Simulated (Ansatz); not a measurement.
Cr₂C:
```
CELL_PARAMETERS angstrom
      2.81271     0.00000     0.00000
     -1.40635     2.43588     0.00000
      0.00000     0.00000     4.23014
ATOMIC_POSITIONS crystal
  Cr 0.66667 0.33333 0.24736
  Cr 0.33333 0.66667 0.75264
  C  0.00000 0.00000 0.50000
```

Relaxed with r²SCAN. Special points in fractions of this cell's reciprocal vectors: Γ (0.000, 0.000, 0.000); M (0.500, 0.000, 0.000); K (0.333, 0.333, 0.000); A (0.000, 0.000, 0.500); L (0.500, 0.000, 0.500); H (0.333, 0.333, 0.500).

Task: List the band energies nearest the Fermi level at these points for r²SCAN (plane waves, PAW; program Ansatz).

Result: In eV from the Fermi level; about four levels below and three above (degenerate sets whole), none deeper than 8.9 eV; points with the same levels are listed once.

```csv
k,below,above
Γ,-1.00 -1.00 -0.82 -0.77 -0.77,0.44 0.44 2.59
M,-4.74 -3.88 -2.68 -1.18,0.76 1.00 1.50
K,-4.53 -3.15 -2.57 -2.57,1.06 1.06 1.19
A,-1.97 -1.76 -1.47 -1.47,0.26 0.26 0.80 0.80
L,-2.84 -2.24 -1.40 -0.47,0.67 0.92 1.17
H,-2.04 -2.04 -1.99 -0.23,0.47 0.47 2.30 2.30
```

Space group P-3m1. The workflow started from a Materials Project entry (that database holds measured and hypothetical structures alike); the Crystallography Open Database copy checked does not list it. Its standing as an ambient phase is unchecked. The cell was relaxed with r²SCAN under the symmetry of its start; of distortions, only those at the zone centre were tested. No spin polarisation was allowed.

Potentials: the later of the program's two PAW sets.
